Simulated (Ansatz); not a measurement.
## Bi₂Se₃: from a starting cell to a relaxed one

The start is a generated cell, Bi2Se3 built in the AFLOW prototype A2B3_tP10_127_g_ah (D5_a). The structure is fully relaxed (lattice and positions, P = 0) with r2SCAN (plane waves to 500 eV, PAW, scalar-relativistic; Ansatz, a quantum-chemistry and plane-wave program). The first steps use a coarse 3×3×6 k-mesh.

The start:
```
Bi2Se3
1.0
    8.15699     0.00000     0.00000
    0.00000     8.15699     0.00000
    0.00000     0.00000     4.32511
Se Bi
6 4
Direct
  0.00000   0.00000   0.00000
  0.50000   0.50000   0.00000
  0.18210   0.68210   0.50000
  0.68210   0.81790   0.50000
  0.31790   0.18210   0.50000
  0.81790   0.31790   0.50000
  0.38410   0.88410   0.00000
  0.88410   0.61590   0.00000
  0.11590   0.38410   0.00000
  0.61590   0.11590   0.00000
```

Question: What pressure does the first self-consistent step give?

Answer: -2 GPa (negative: the cell is under tension).

Question: What is the largest force in the starting geometry, and on which atom (counted from 1)?

Answer: About 4.5 eV/Å, on Bi7, Bi8, Bi9, Bi10 (atoms numbered as listed).

Question: By how much does the energy per atom fall from start to end?

Answer: 0.56 eV/atom.

Question: How does the volume change?

Answer: -3.3 %, from 28.78 to 27.84 Å³/atom.

Question: How do the shortest distances between atoms change?

Answer: The closest pairs of elements (up to four, under 3.6 Å), start → end: Bi–Bi 2.67 → 4.05 Å; Bi–Se 3.18 → 2.75 Å; Se–Se 3.69 → 3.24 Å.

Question: Write out the relaxed structure.

Answer: 
```cif
data_Bi4Se6
_chemical_formula_sum 'Se6 Bi4'
_space_group_name_H-M_alt 'P4/mbm'
_space_group_IT_number 127
_space_group_name_Hall '-P 4 2ab'
_cell_length_a 8.29039
_cell_length_b 8.29039
_cell_length_c 4.04998
_cell_angle_alpha 90.000
_cell_angle_beta 90.000
_cell_angle_gamma 90.000
loop_
_atom_site_label
_atom_site_type_symbol
_atom_site_symmetry_multiplicity
_atom_site_Wyckoff_symbol
_atom_site_fract_x
_atom_site_fract_y
_atom_site_fract_z
_atom_site_occupancy
Se1 Se 2 a 0.00000 0.00000 0.00000 1
Se2 Se 4 h 0.36199 0.13801 0.50000 1
Bi1 Bi 4 g 0.20276 0.29724 0.00000 1
```

The space group stays P4/mbm (No. 127) (the run could not lower it), with 10 atoms in the primitive cell. Final values are on a 6×6×12 k-mesh of the relaxed cell. No spin polarisation in the result.

The run could not lose the symmetry of its start: the end is stationary, and may be a saddle point rather than a minimum.

The relaxed structure here is a generated cell of Bi2Se3: the first start was made by placing the elements on the sites of a structure type, and the end was not matched to a known phase here, so it may be hypothetical. Known forms of Bi2Se3 include space group No. 166.
